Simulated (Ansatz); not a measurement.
**Relaxation path: fcc Pd (110), 5 layers**

DFT, PBE, PAW with Ansatz's default frozen-core files, scalar-relativistic (Ansatz 0.2.0); a Γ-centred 12×8×1 k mesh, Fermi–Dirac smearing of 0.1 eV, no spin polarisation. The run relaxes the atoms in the fixed cell.

Command: `ansatz run input.yaml --threads 2 --pin off --max-ram 4096MiB --backend cpu --events-out ev --progress --plain --runs-dir out` It took 70 s on 2 threads of Intel(R) Xeon(R) Platinum 8488C (Sapphire Rapids), on a shared host, peak memory 0.71 GiB.

```yaml
crystal:
  lattice:
    - [2.790317177, 0.0, 0.0]
    - [0.0, 3.946104395, 0.0]
    - [0.0, 0.0, 21.5806]
  atoms:
    - { symbol: Pd, position: [0.0, 0.0, 0.3707025211] }
    - { symbol: Pd, position: [0.5, 0.5, 0.4353512603] }
    - { symbol: Pd, position: [0.0, 0.0, 0.5] }
    - { symbol: Pd, position: [0.5, 0.5, 0.5646487397] }
    - { symbol: Pd, position: [0.0, 0.0, 0.6292974789] }
kpoints:
  mp_grid: { grid: [12, 8, 1] }
scf:
  occupations: { method: fermi_dirac, width: 0.1 }
hamiltonian:
  xc: pbe
  pseudopotentials: { kind: paw }
output:
  forces: true
  stress: true
  eigenvalues: true
  write_density: true
  write_potential: true
  elf: true
  volumetric_format: npy
relax:
  f_tol: 0.01
  max_steps: 40
efield:
  axis: 3
  amplitude: 0
  dipole_correction: true
```

Each step lists its free energy a cell above the last geometry, and Cartesian positions (Å) with forces (eV/Å).

The first step:

```
step 1  dF = 69.25 meV
  Pd 0.0000 0.0000 8.0000   0.0000 0.0000 0.5179
  Pd 1.3952 1.9731 9.3951   0.0000 0.0000 -0.4734
  Pd 0.0000 0.0000 10.7903   0.0000 0.0000 0.0000
  Pd 1.3952 1.9731 12.1855   0.0000 0.0000 0.4734
  Pd 0.0000 0.0000 13.5806   0.0000 0.0000 -0.5179
```

Where does the relaxation end, and by which steps?

After 4 geometries, with a shortest distance of 2.696 Å. The further steps:
```
step 2  dF = 12.94 meV
  Pd 0.0000 0.0000 8.1435   0.0000 0.0000 -0.2740
  Pd 1.3952 1.9731 9.3593   0.0000 0.0000 0.0547
  Pd 0.0000 0.0000 10.7903   0.0000 0.0000 0.0000
  Pd 1.3952 1.9731 12.2213   0.0000 0.0000 -0.0547
  Pd 0.0000 0.0000 13.4371   0.0000 0.0000 0.2740
step 3  dF = 0.23 meV
  Pd 0.0000 0.0000 8.0960   0.0000 0.0000 -0.0170
  Pd 1.3952 1.9731 9.3498   0.0000 0.0000 0.0393
  Pd 0.0000 0.0000 10.7903   0.0000 0.0000 0.0000
  Pd 1.3952 1.9731 12.2308   0.0000 0.0000 -0.0393
  Pd 0.0000 0.0000 13.4846   0.0000 0.0000 0.0170
step 4  dF = 0.00 meV
  Pd 0.0000 0.0000 8.0945   0.0000 0.0000 0.0017
  Pd 1.3952 1.9731 9.3561   0.0000 0.0000 -0.0062
  Pd 0.0000 0.0000 10.7903   0.0000 0.0000 0.0000
  Pd 1.3952 1.9731 12.2245   0.0000 0.0000 0.0062
  Pd 0.0000 0.0000 13.4861   0.0000 0.0000 -0.0017
```
